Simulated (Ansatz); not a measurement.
Data:

ZrIn3:
Space group I4/mmm (No. 139); a = b = 4.255 Å, c = 9.888 Å, α = β = γ = 90.00°

| atom | site | symmetry | x | y | z |
|---|---|---|---|---|---|
| Zr | 2a | 4/mmm | 0.0000 | 0.0000 | 0.0000 |
| In | 4d | -4m2 | 0.0000 | 0.5000 | 0.2500 |
| In | 2b | 4/mmm | 0.0000 | 0.0000 | 0.5000 |
(The calculation used a cell of 4 atoms; values per cell refer to that cell.)

This is the r²SCAN-relaxed structure.

**Question.** All from DFT-r²SCAN in the program Ansatz with PAW potentials, unless another level is named. Give the density of states at the Fermi level.

**Answer.** 0.32 states/eV per atom (mean over ±0.08 eV).

**Question.** What about the formation energy from the elements (no fitted shifts)?

**Answer.** -0.34 eV/atom.

The workflow started from a Materials Project entry (that database holds measured and hypothetical structures alike); the Crystallography Open Database copy checked does not list it. With Zr and In taken as one species the cell has the higher symmetry I4/mmm, so it may be an ordered model of a mixed-site phase. Its standing as an ambient phase is unchecked. The cell was relaxed with r²SCAN under the symmetry of its start; its stability against distortions is not shown here. No spin polarisation was allowed. Axis ratios of metals converge slowly with the k-mesh, so a and c are less sure than the volume. The references are the lowest solids computed at this level, not always the standard phases. Spin–orbit coupling is left out wherever it is not named.

Potentials: the later of the program's two PAW sets.
